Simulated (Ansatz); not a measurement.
The start is a relaxed Ge cell displaced along its unstable phonon at q = (½, ½, ½) of its primitive reciprocal cell (55i cm⁻¹), largest move 0.15 Å. Cell shape, volume and atoms are optimised at zero target pressure with PBEsol (plane waves to 420 eV, PAW, scalar-relativistic; Ansatz, an electronic-structure program). The first steps use a coarse 13×13×13 k-mesh.

Input geometry:
```
CELL_PARAMETERS angstrom
      2.88287     1.66443    10.37826
      0.00000     1.66443    10.37826
      1.44144    -0.83221    10.37826
ATOMIC_POSITIONS crystal
  Ge 0.92634 0.05719 0.14731
  Ge 0.48642 0.11727 0.02715
  Ge 0.57366 0.94281 0.85269
  Ge 0.01358 0.88273 0.97285
```

Task: By how much does the energy per atom fall from start to end?

Result: 0.05 eV/atom.

Task: How does the volume per atom move from start to end?

Result: -0.8 %, from 18.67 to 18.53 Å³/atom.

Task: Does it find its way back to the structure it was made from?

Result: It does not go back: it reaches Fmmm (No. 69), 0.06 eV/atom below the parent.

Task: What band gap does the relaxed structure have at this level?

Result: Zero (metallic).

Task: What does it relax into? Give the structure.

Result: 
```cif
data_Ge16
_chemical_formula_sum 'Ge16'
_space_group_name_H-M_alt 'Fmmm'
_space_group_IT_number 69
_space_group_name_Hall '-F 2 2'
_cell_length_a 2.86838
_cell_length_b 4.91006
_cell_length_c 21.04941
_cell_angle_alpha 90.000
_cell_angle_beta 90.000
_cell_angle_gamma 90.000
loop_
_atom_site_label
_atom_site_type_symbol
_atom_site_symmetry_multiplicity
_atom_site_Wyckoff_symbol
_atom_site_fract_x
_atom_site_fract_y
_atom_site_fract_z
_atom_site_occupancy
Ge1 Ge 8 i 0.00000 0.00000 0.06214 1
Ge2 Ge 8 i 0.00000 0.00000 0.18868 1
```
(The calculation used a cell of 4 atoms; values per cell refer to that cell.)

Final values are on a 19×19×19 k-mesh of the relaxed cell. No spin polarisation in the result.

The run could not lose the symmetry of its start, so the end can be a saddle point.

The relaxed structure here is a generated cell of Ge: the first start was made by placing the elements on the sites of a structure type, and the end was not matched to a known phase here, so it may be hypothetical. Known forms of Ge include space group No. 227.
